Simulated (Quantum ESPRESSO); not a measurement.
## Zr2NbF3O5 (one run as intended and one with a planted mistake)

A calculation, not a measurement. The program is pw.x of Quantum ESPRESSO 7.5 (plane-wave density functional theory). The cell is made up: 11 atoms on a fluorite lattice with one site empty, with randomly drawn elements, strain and displacements, not relaxed. PseudoDojo standard norm-conserving files (v0.5 for PBE, v0.4.1 for LDA and PBEsol) set the functional; there is no spin polarisation, spin-orbit coupling or dispersion term, and the masses in the input are unused placeholders.

Intended input:

```
&control calculation='scf', pseudo_dir='./dojo.nc.sr.pbe.v0_5.standard.upf', outdir='./o', disk_io='low', tprnfor=.true., tstress=.true. /
&system ibrav=0, nat=11, ntyp=4, nbnd=50, ecutwfc=84.00895049, nosym=.true., tot_charge=0,
 occupations='smearing', smearing='fd', degauss=0.0018374661
/
&electrons conv_thr=7.350e-09, electron_maxstep=60, /
ATOMIC_SPECIES
F 1.0 F.upf
Nb 1.0 Nb.upf
O 1.0 O.upf
Zr 1.0 Zr.upf
CELL_PARAMETERS angstrom
5.1641 -0.0689 0.0852
-0.0689 5.139 0.0071
0.0852 0.0071 5.12
ATOMIC_POSITIONS angstrom
Zr -0.0169 -0.0401 -0.0157
Nb -0.0374 2.5595 2.5166
Zr 2.4721 2.5379 -0.0032
F 1.3417 1.3037 1.3041
F 1.2972 1.3218 3.8301
O 1.2253 3.8849 1.2662
O 1.3387 3.8583 3.832
O 3.8172 1.3252 1.2685
O 3.9295 1.1789 3.9243
O 3.7841 3.8495 1.3452
F 3.8385 3.8278 3.9169
K_POINTS automatic
4 4 4 1 1 1
```

The log is shortened where brackets say so; the opening notice, blank lines, dates and the lines on written files are dropped, and the path of the files is cut. It prints rydbergs, bohrs and kilobars, and counts compression as positive stress. Where no state is partly filled, the Fermi energy that it prints is only some level between the filled and the empty states on the mesh, and need not lie in the true gap.

Log of the intended run:

```
     Program PWSCF v.7.5
     Parallel version (MPI & OpenMP), running on       4 processor cores
     Number of MPI processes:                 4
     Threads/MPI process:                     1
     [start-up lines left out]
     bravais-lattice index     =            0
     lattice parameter (alat)  =       9.7609  a.u.
     unit-cell volume          =     916.5196 (a.u.)^3
     number of atoms/cell      =           11
     number of atomic types    =            4
     number of electrons       =        88.00
     number of Kohn-Sham states=           50
     kinetic-energy cutoff     =      84.0090  Ry
     charge density cutoff     =     336.0358  Ry
     scf convergence threshold =      7.3E-09
     mixing beta               =       0.7000
     number of iterations used =            8  plain     mixing
     Exchange-correlation= PBE
                           (   1   4   3   4   0   0   0)
     [axes and pseudopotential details left out]
   Cartesian axes
     site n.     atom                  positions (alat units)
         1        Zr     tau(   1) = (  -0.0032719  -0.0077634  -0.0030395  )
         2        Nb     tau(   2) = (  -0.0072407   0.4955218   0.4872163  )
         3        Zr     tau(   3) = (   0.4786011   0.4913400  -0.0006195  )
         4        F      tau(   4) = (   0.2597545   0.2523976   0.2524751  )
         5        F      tau(   5) = (   0.2511392   0.2559018   0.7415112  )
         6        O      tau(   6) = (   0.2372193   0.7521206   0.2451376  )
         7        O      tau(   7) = (   0.2591737   0.7469708   0.7418791  )
         8        O      tau(   8) = (   0.7390138   0.2565601   0.2455829  )
         9        O      tau(   9) = (   0.7607552   0.2282362   0.7597484  )
        10        O      tau(  10) = (   0.7326056   0.7452671   0.2604321  )
        11        F      tau(  11) = (   0.7431375   0.7410659   0.7583158  )
     number of k points=    32  Fermi-Dirac smearing, width (Ry)=  0.0018
                       cart. coord. in units 2pi/alat
        k(    1) = (   0.1246810   0.1271393   0.1238540), wk =   0.0625000
        k(    2) = (   0.1205134   0.1267349   0.3761339), wk =   0.0625000
     [further k points left out]
     Dense  grid:    95327 G-vectors     FFT dimensions: (  60,  60,  60)
     Estimated max dynamical RAM per process >     216.59 MB
     Estimated total dynamical RAM >     796.53 MB
     Initial potential from superposition of free atoms
     starting charge      87.9929, renormalised to      88.0000
     Starting wfcs are   62 randomized atomic wfcs
     total cpu time spent up to now is        3.7 secs
     per-process dynamical memory:   155.3 Mb
     Self-consistent Calculation
     iteration #  1     ecut=    84.01 Ry     beta= 0.70
     Davidson diagonalization with overlap
     ethr =  1.00E-02,  avg # of iterations =  2.0
     total cpu time spent up to now is        8.6 secs
     total energy              =    -638.13401203 Ry
     estimated scf accuracy    <       5.70078705 Ry
     iteration #  2     ecut=    84.01 Ry     beta= 0.70
     Davidson diagonalization with overlap
     ethr =  6.48E-03,  avg # of iterations =  6.5
     total cpu time spent up to now is       17.7 secs
     total energy              =    -634.03432250 Ry
     estimated scf accuracy    <      52.66645703 Ry
     [iterations 3 to 17 left out]
     iteration # 18     ecut=    84.01 Ry     beta= 0.70
     Davidson diagonalization with overlap
     ethr =  1.36E-10,  avg # of iterations =  4.2
     total cpu time spent up to now is      107.8 secs
     total energy              =    -641.24528698 Ry
     estimated scf accuracy    <       0.00000001 Ry
     iteration # 19     ecut=    84.01 Ry     beta= 0.70
     Davidson diagonalization with overlap
     ethr =  1.14E-11,  avg # of iterations =  4.7
     total cpu time spent up to now is      114.2 secs
     End of self-consistent calculation
     [lines on levels left out]
     the Fermi energy is     9.5368 ev
!    total energy              =    -641.24528698 Ry
     estimated scf accuracy    <          1.3E-09 Ry
     smearing contrib. (-TS)   =      -0.00000000 Ry
     internal energy E=F+TS    =    -641.24528698 Ry
     The total energy is F=E-TS. E is the sum of the following terms:
     one-electron contribution =    -184.01357147 Ry
     hartree contribution      =     140.38733355 Ry
     xc contribution           =    -140.62312427 Ry
     ewald contribution        =    -456.99592479 Ry
     convergence has been achieved in  19 iterations
     Forces acting on atoms (cartesian axes, Ry/au):
     atom    1 type  4   force =    -0.05645595   -0.07061053    0.05775767
     atom    2 type  2   force =    -0.10492234    0.07245954   -0.09380960
     atom    3 type  4   force =     0.07435317    0.07988002    0.04924253
     atom    4 type  1   force =    -0.04918513   -0.00231745    0.00711667
     atom    5 type  1   force =    -0.00019659    0.00256959    0.00043565
     atom    6 type  3   force =    -0.06014261   -0.08491990   -0.00279779
     atom    7 type  3   force =    -0.08949266   -0.06246832    0.01405221
     atom    8 type  3   force =     0.11152535    0.04916368    0.03076293
     atom    9 type  3   force =     0.06836366    0.09227583   -0.02755878
     atom   10 type  3   force =     0.06980988   -0.04754829   -0.01428982
     atom   11 type  1   force =     0.03634323   -0.02848417   -0.02091168
     Total force =     0.340568     Total SCF correction =     0.000080
     Computing stress (Cartesian axis) and pressure
          total   stress  (Ry/bohr**3)                   (kbar)     P=     -127.41
  -0.00100801   0.00023857  -0.00021987         -148.28       35.09      -32.34
   0.00023857  -0.00084398   0.00013401           35.09     -124.15       19.71
  -0.00021987   0.00013401  -0.00074643          -32.34       19.71     -109.80
     init_run     :      3.34s CPU      3.48s WALL (       1 calls)
     electrons    :    110.23s CPU    110.55s WALL (       1 calls)
     forces       :      1.10s CPU      1.11s WALL (       1 calls)
     stress       :      3.71s CPU      3.71s WALL (       1 calls)
     [timing details left out]
     PWSCF        :   1m58.58s CPU   1m59.08s WALL
     JOB DONE.
```

A second run has one planted mistake: the files are those of another functional. The input lines that differ, file-writing options aside:

```
- &control calculation='scf', pseudo_dir='./dojo.nc.sr.pbe.v0_5.standard.upf', outdir='./o', disk_io='low', tprnfor=.true., tstress=.true. /
+ &control calculation='scf', pseudo_dir='./dojo.nc.sr.pbesol.v0_4_1.standard.upf', outdir='./o', disk_io='low', tprnfor=.true., tstress=.true. /
```

Its log:

```
     Program PWSCF v.7.5
     Parallel version (MPI & OpenMP), running on       4 processor cores
     Number of MPI processes:                 4
     Threads/MPI process:                     1
     [start-up lines left out]
     bravais-lattice index     =            0
     lattice parameter (alat)  =       9.7609  a.u.
     unit-cell volume          =     916.5196 (a.u.)^3
     number of atoms/cell      =           11
     number of atomic types    =            4
     number of electrons       =        88.00
     number of Kohn-Sham states=           50
     kinetic-energy cutoff     =      84.0090  Ry
     charge density cutoff     =     336.0358  Ry
     scf convergence threshold =      7.3E-09
     mixing beta               =       0.7000
     number of iterations used =            8  plain     mixing
     Exchange-correlation= PBESOL
                           (   1   4  10   8   0   0   0)
     [axes and pseudopotential details left out]
   Cartesian axes
     site n.     atom                  positions (alat units)
         1        Zr     tau(   1) = (  -0.0032719  -0.0077634  -0.0030395  )
         2        Nb     tau(   2) = (  -0.0072407   0.4955218   0.4872163  )
         3        Zr     tau(   3) = (   0.4786011   0.4913400  -0.0006195  )
         4        F      tau(   4) = (   0.2597545   0.2523976   0.2524751  )
         5        F      tau(   5) = (   0.2511392   0.2559018   0.7415112  )
         6        O      tau(   6) = (   0.2372193   0.7521206   0.2451376  )
         7        O      tau(   7) = (   0.2591737   0.7469708   0.7418791  )
         8        O      tau(   8) = (   0.7390138   0.2565601   0.2455829  )
         9        O      tau(   9) = (   0.7607552   0.2282362   0.7597484  )
        10        O      tau(  10) = (   0.7326056   0.7452671   0.2604321  )
        11        F      tau(  11) = (   0.7431375   0.7410659   0.7583158  )
     number of k points=    32  Fermi-Dirac smearing, width (Ry)=  0.0018
                       cart. coord. in units 2pi/alat
        k(    1) = (   0.1246810   0.1271393   0.1238540), wk =   0.0625000
        k(    2) = (   0.1205134   0.1267349   0.3761339), wk =   0.0625000
     [further k points left out]
     Dense  grid:    95327 G-vectors     FFT dimensions: (  60,  60,  60)
     Estimated max dynamical RAM per process >     216.59 MB
     Estimated total dynamical RAM >     796.53 MB
     Initial potential from superposition of free atoms
     starting charge      87.9935, renormalised to      88.0000
     Starting wfcs are   62 randomized atomic wfcs
     total cpu time spent up to now is        3.7 secs
     per-process dynamical memory:   155.3 Mb
     Self-consistent Calculation
     iteration #  1     ecut=    84.01 Ry     beta= 0.70
     Davidson diagonalization with overlap
     ethr =  1.00E-02,  avg # of iterations =  2.0
     total cpu time spent up to now is        8.6 secs
     total energy              =    -637.04221905 Ry
     estimated scf accuracy    <       5.37128977 Ry
     iteration #  2     ecut=    84.01 Ry     beta= 0.70
     Davidson diagonalization with overlap
     ethr =  6.10E-03,  avg # of iterations =  6.7
     total cpu time spent up to now is       17.6 secs
     total energy              =    -633.08973140 Ry
     estimated scf accuracy    <      50.82156590 Ry
     [iterations 3 to 18 left out]
     iteration # 19     ecut=    84.01 Ry     beta= 0.70
     Davidson diagonalization with overlap
     ethr =  3.49E-11,  avg # of iterations =  2.2
     total cpu time spent up to now is      111.5 secs
     total energy              =    -639.99250631 Ry
     estimated scf accuracy    <       0.00000001 Ry
     iteration # 20     ecut=    84.01 Ry     beta= 0.70
     Davidson diagonalization with overlap
     ethr =  1.24E-11,  avg # of iterations =  4.3
     total cpu time spent up to now is      116.9 secs
     End of self-consistent calculation
     [lines on levels left out]
     the Fermi energy is     9.4036 ev
!    total energy              =    -639.99250631 Ry
     estimated scf accuracy    <          2.1E-09 Ry
     smearing contrib. (-TS)   =      -0.00000000 Ry
     internal energy E=F+TS    =    -639.99250630 Ry
     The total energy is F=E-TS. E is the sum of the following terms:
     one-electron contribution =    -183.74031604 Ry
     hartree contribution      =     139.50262669 Ry
     xc contribution           =    -138.75889217 Ry
     ewald contribution        =    -456.99592479 Ry
     convergence has been achieved in  20 iterations
     Forces acting on atoms (cartesian axes, Ry/au):
     atom    1 type  4   force =    -0.05686341   -0.07100074    0.05687892
     atom    2 type  2   force =    -0.10364881    0.07148331   -0.09361033
     atom    3 type  4   force =     0.07298728    0.07901542    0.04939114
     atom    4 type  1   force =    -0.05061953    0.00194303    0.00412071
     atom    5 type  1   force =    -0.00315998    0.00575389    0.00331884
     atom    6 type  3   force =    -0.06269810   -0.08770006   -0.00520704
     atom    7 type  3   force =    -0.09129541   -0.06528676    0.01686612
     atom    8 type  3   force =     0.11304101    0.05197920    0.02814485
     atom    9 type  3   force =     0.07151442    0.09440331   -0.02477967
     atom   10 type  3   force =     0.07256389   -0.04976043   -0.01752429
     atom   11 type  1   force =     0.03817863   -0.03083016   -0.01759924
     Total force =     0.344939     Total SCF correction =     0.000057
     Computing stress (Cartesian axis) and pressure
          total   stress  (Ry/bohr**3)                   (kbar)     P=     -184.77
  -0.00139938   0.00023529  -0.00021957         -205.86       34.61      -32.30
   0.00023529  -0.00123317   0.00014036           34.61     -181.41       20.65
  -0.00021957   0.00014036  -0.00113555          -32.30       20.65     -167.04
     init_run     :      3.41s CPU      3.54s WALL (       1 calls)
     electrons    :    112.91s CPU    113.22s WALL (       1 calls)
     forces       :      1.11s CPU      1.11s WALL (       1 calls)
     stress       :      3.64s CPU      3.64s WALL (       1 calls)
     [timing details left out]
     PWSCF        :   2m 1.23s CPU   2m 1.70s WALL
     JOB DONE.
```

|  | intended run | run with the mistake |
| --- | --- | --- |
| free energy (eV) | -8724.587 | -8707.542 |
| smearing term -TS (eV) | 0.0000 | 0.0000 |
| pressure (GPa) | -12.74 | -18.48 |
| largest force component (eV/Å) | 2.867 | 2.906 |
| largest change of a force component (eV/Å) |  | 0.110 |
| iterations | 19 | 20 |

For scale, a rerun of the intended cell at a cutoff of 1467 eV and k mesh 6 x 6 x 6 moved values by no more than 0.002 eV in energy, 0.07 GPa in stress and 0.009 eV/Å in force. Files of another functional have another zero of energy, so the energy change says nothing on stability.